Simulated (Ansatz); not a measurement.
WSi2 (MoSi2 type, space group I4/mmm)

Space group I4/mmm (No. 139); a = b = 3.212 Å, c = 7.804 Å, α = β = γ = 90.00°

```csv
atom,site,symmetry,x,y,z
W,2a,4/mmm,0.0000,0.0000,0.0000
Si,4e,4mm,0.0000,0.0000,0.3349
```
(The calculation used a cell of 3 atoms; values per cell refer to that cell.)

Two coordinates are scanned: the volume, and the ratio of the stretch along z (the conventional c axis) to the stretch across it. Atoms keep their fractional coordinates.

Computed with r2SCAN (plane waves to 500 eV, PAW, scalar-relativistic; Ansatz, a first-principles code). k mesh 20×20×20 (Γ-centred), Fermi-Dirac smearing 0.05 eV. Stress and pressure are positive under compression. As the atoms are clamped, bonds stretch with the cell, which overstates energies and stresses. With partly filled bands, the response to shear is sensitive to the k mesh, so small differences along c/a are uncertain. Spin-orbit coupling is left out, though W is heavy. WSi2 is run without spin polarisation. WSi2 was relaxed with its symmetry unable to fall. The last digit holds for this mesh only.

Changes of σzz (GPa) from the point V/V₀ = 1.000, (c/a)/(c/a)₀ = 1.000 when one coordinate moves alone (two changes are said to add if the coupling is within 5 % of the smaller one, nearly so within 20 %):

```
point                               change
----------------------------------  ------
V/V₀ = 1.000, (c/a)/(c/a)₀ = 0.920   32.26
V/V₀ = 1.000, (c/a)/(c/a)₀ = 0.947   20.01
V/V₀ = 1.000, (c/a)/(c/a)₀ = 0.973    9.32
V/V₀ = 0.960, (c/a)/(c/a)₀ = 1.000   11.76
V/V₀ = 0.973, (c/a)/(c/a)₀ = 1.000    7.56
V/V₀ = 0.987, (c/a)/(c/a)₀ = 1.000    3.64
V/V₀ = 1.013, (c/a)/(c/a)₀ = 1.000   -3.39
V/V₀ = 1.027, (c/a)/(c/a)₀ = 1.000   -6.54
V/V₀ = 1.040, (c/a)/(c/a)₀ = 1.000   -9.47
V/V₀ = 1.000, (c/a)/(c/a)₀ = 1.027   -8.02
V/V₀ = 1.000, (c/a)/(c/a)₀ = 1.053  -14.77
V/V₀ = 1.000, (c/a)/(c/a)₀ = 1.080  -20.27
```

Task: What is the change at V/V₀ = 1.040, (c/a)/(c/a)₀ = 0.920, where both move, and how far is it from the sum?

Result: The sum of the single changes is -9.47 + (32.26) = 22.79; the calculation gives 19.36, so the coupling contributes -3.43 (over 20 % of the smaller single change, not additive).

Task: What is the change at V/V₀ = 0.973, (c/a)/(c/a)₀ = 1.053, where both move, and how far is it from the sum?

Result: The sum of the single changes is 7.56 + (-14.77) = -7.21; the calculation gives -8.47, so the coupling contributes -1.26 (under 20 % of the smaller single change, nearly additive).

Task: What is the change at V/V₀ = 0.960, (c/a)/(c/a)₀ = 1.027, where both move, and how far is it from the sum?

Result: The sum of the single changes is 11.76 + (-8.02) = 3.74; the calculation gives 2.75, so the coupling contributes -0.99 (under 20 % of the smaller single change, nearly additive).

(A scan under strain: stresses follow from slopes of the energy per volume, elastic moduli from its curvatures.)
